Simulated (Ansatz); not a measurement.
CuCl:
```
CELL_PARAMETERS angstrom
      0.00000     2.60388     2.60388
      2.60388     0.00000     2.60388
      2.60388     2.60388     0.00000
ATOMIC_POSITIONS crystal
  Cu 0.00000 0.00000 0.00000
  Cl 0.75000 0.75000 0.75000
```

This is the LDA-relaxed structure. x, y and z are the axes in which the lattice vectors are written.

All from the program Ansatz at the LDA level (PAW), unless another level is named. Predict the vibrational entropy at 300 K.

38.9 J/(K·mol of atoms).

Predict the Debye temperature from the elastic constants.

212 K.

And the piezoelectric stress constants (proper, relaxed ions, C/m²)?

e14 = e25 = e36 = -0.41.

Space group F-43m (zinc blende). The LDA relaxation kept the symmetry of its start; phonons on a q-mesh show no instability. No spin polarisation was allowed.

Potentials: the later of the program's two PAW sets.
